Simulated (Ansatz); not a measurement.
# Moving the Hubbard U on Hf d in HfIn4SiO6

```
Hf In Si O
1.0
     2.71585   -4.70357    0.00833
     2.71585    4.70357    0.00833
    -1.87915    0.00000    7.40127
Hf In Si O
1 4 1 6
Direct
  0.78835 0.21165 0.00000
  0.62175 0.37825 0.50000
  0.45502 0.54498 0.00000
  0.28407 0.71593 0.50000
  0.95814 0.04186 0.50000
  0.12168 0.87832 0.00000
  0.06219 0.11415 0.86666
  0.88585 0.93781 0.13334
  0.79490 0.53784 0.86663
  0.46216 0.20510 0.13337
  0.15352 0.62879 0.13333
  0.37121 0.84648 0.86667
```

The cell comes from a database or a generator and needn't be the stable form of this composition.

Kept alike: task projected density of states; functional PBE; k mesh 6 × 6 × 4; occupations fermi-dirac, width 0.05 eV; no spin polarisation. Program: Ansatz, Ansatz PAW, cutoff 420 eV. The mesh is that of the run's cell of 12 atoms. No spin-orbit coupling.

```csv
"Hubbard U on Hf d, U (eV)",pressure (GPa)
2,0.49
4,1.00
6,1.55
8,2.16
```

Pressure is positive in compression, with a Pulay correction for the finite cutoff. U acts here on a shell without spin polarisation. For a metal such a mesh leaves the last digits unconverged. How U acts hangs on the program's projectors. U is the effective U - J on orthogonalised atomic projectors. Double counting: fully localised limit (the default).

Problem. What does the Hubbard U on Hf d change here?

Solution. The pressure rises from 0.49 to 2.16 GPa between 2 and 8 eV. U localises the shell and weakens its bonds, so the cell pushes outwards.
